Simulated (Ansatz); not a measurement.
# HfPdSe$_{4}$ (P-3m1) at 2 levels of theory

One geometry, relaxed with PBE; plane waves with PAW potentials in Ansatz, scalar-relativistic. No spin polarisation. Gaps are the least over mesh and band path; pressure is positive in compression, and isn't given for hybrids.

```cif
data_structure
_symmetry_space_group_name_H-M 'P-3m1'
_symmetry_Int_Tables_number 164
_cell_length_a 3.7553
_cell_length_b 3.7553
_cell_length_c 13.4302
_cell_angle_alpha 90.000
_cell_angle_beta 90.000
_cell_angle_gamma 120.000
_cell_volume 164.02
loop_
_atom_site_label
_atom_site_type_symbol
_atom_site_symmetry_multiplicity
_atom_site_Wyckoff_symbol
_atom_site_fract_x
_atom_site_fract_y
_atom_site_fract_z
_atom_site_occupancy
Hf1 Hf 1 a 0.00000 0.00000 0.00000 1
Pd1 Pd 1 b 0.00000 0.00000 0.50000 1
Se1 Se 2 d 0.66667 0.33333 0.88212 1
Se2 Se 2 d 0.66667 0.33333 0.40329 1
```

```json
{"level": "PBE", "cutoff (eV)": "420", "k mesh": "12×12×4", "gap (eV)": "0.56", "pressure (GPa)": "0.0"}
```

Problem. What comes out on the same cell with HSE06?

Solution.
```json
{"level": "HSE06", "cutoff (eV)": "420", "k mesh": "6×6×2", "gap (eV)": "1.15", "pressure (GPa)": "-"}
```

Spin-orbit coupling matters for the bands of heavy elements and is left out. The cell holds layers, chains or molecules and no dispersion correction was added, so their binding is poorly described.

The cell was found from a structure generator's guess, not taken from experiment.
